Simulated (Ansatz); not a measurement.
Relaxed-ion elastic tensor of GaN (zinc blende, F-43m) in GPa (Voigt order), r²SCAN in the plane-wave PAW code Ansatz; density 6.11 g/cm³, 11.38 Å³ per atom.

|  | 1 | 2 | 3 | 4 | 5 | 6 |
|---|---|---|---|---|---|---|
| 1 | 284 | 152 | 152 | 0.0 | 0.0 | 0.0 |
| 2 | 152 | 284 | 152 | 0.0 | 0.0 | 0.0 |
| 3 | 152 | 152 | 284 | 0.0 | 0.0 | 0.0 |
| 4 | 0.0 | 0.0 | 0.0 | 161 | 0.0 | 0.0 |
| 5 | 0.0 | 0.0 | 0.0 | 0.0 | 161 | 0.0 |
| 6 | 0.0 | 0.0 | 0.0 | 0.0 | 0.0 | 161 |

Problem. Is the crystal mechanically stable?

Solution. Yes: the smallest eigenvalue of C is 132 GPa.

Problem. Work out the Voigt, Reuss and Hill averages.

Solution. K_V = 196, K_R = 196, K_H = 196; G_V = 123, G_R = 102, G_H = 113 GPa.

Problem. Give Young's modulus, Poisson's ratio, Pugh's ratio and the universal anisotropy index.

Solution. E = 9KG/(3K + G) = 283 GPa; ν = 0.26; K/G = 1.74 (near the Pugh limit of 1.75, no verdict); A_U = 5G_V/G_R + K_V/K_R − 6 = 1.03.

Problem. Estimate the sound speeds and the Debye temperature.

Solution. v_l = √((K + 4G/3)/ρ) = 7520 m/s, v_t = √(G/ρ) = 4290 m/s, mean 4770 m/s; Θ = (h/k)(3n/4πV)^(1/3) v_m = 631 K.

Problem. Give the Zener ratio and Young's modulus along [100], [110] and [111].

Solution. A = 2C44/(C11 − C12) = 2.45; 1/E = S11 − 2(S11 − S12 − S44/2)Γ with Γ = 0, 1/4, 1/3 gives 178, 296, 380 GPa.

Problem. Solve the Christoffel equation for the three sound speeds along [100], [110], [111].

Solution. Eigenvalues of C_ijkl n_j n_l equal ρv² (piezoelectric stiffening left out). In km/s, slowest first: [100] 5.14, 5.14, 6.81; [110] 3.28, 5.14, 7.88; [111] 4.00, 4.00, 8.20.

The r²SCAN relaxation kept the symmetry of its start; phonons on a q-mesh show no instability.

Potentials: the earlier of the program's two PAW sets.
